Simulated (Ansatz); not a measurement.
GaAs (zinc blende)

```
GaAs
1.0
    0.00000     5.74607     5.74607
    2.87304     2.87304     5.74607
    2.87304     2.87304     0.00000
As Ga
2 2
Direct
  0.00000   0.75000   0.75000
  0.50000   0.75000   0.75000
  0.00000   0.00000   0.00000
  0.50000   0.00000   0.00000
```

The atoms are displaced by Q × the pattern below (from a DFPT mode at X = (0.5, 0.5, 0.0), largest move 1; Q in Å), at fixed cell. (q is in reciprocal vectors of the primitive cell; the cell shown is doubled to hold the pattern.)

```
atom      x      y       z
----  -----  -----  ------
Ga3   0.000  0.000   1.000
Ga4   0.000  0.000  -1.000
```

Atoms not listed stay in place.

Level of theory: PBE (plane waves to 420 eV, PAW, scalar-relativistic; Ansatz, a program for electronic structure). k mesh 10×10×10 (Γ-centred), Fermi-Dirac smearing 0.05 eV. Energies are smeared free energies. GaAs was relaxed with its symmetry unable to fall. The PAW data are Ansatz's earlier set. The zero of ΔE is the undisplaced structure.

```tsv
Q (Å)	ΔE (meV/cell)
-0.2800	980
-0.2333	686
-0.1867	442
-0.1400	249
-0.0933	withheld
-0.0467	28
0.0000	0
0.0467	28
0.0933	withheld
0.1400	249
0.1867	442
0.2333	686
0.2800	980
```

Q: Fit an even polynomial form (powers 2, 4) to the given rows and predict ΔE at Q = 0.0933.

A: Least squares on the 11 given rows: ΔE = (12810)·Q² + (-3980)·Q⁴, in meV/cell with Q in Å; root-mean-square residual 0.4 meV/cell. At 0.0933 the fit gives 111 meV/cell; the calculation gives 111 meV/cell, the same to the digits shown. The quadratic term alone would give 112 meV/cell.

(A displaced cell: forces are minus the slopes of the energy, force constants its curvatures, and phonons follow from these.)
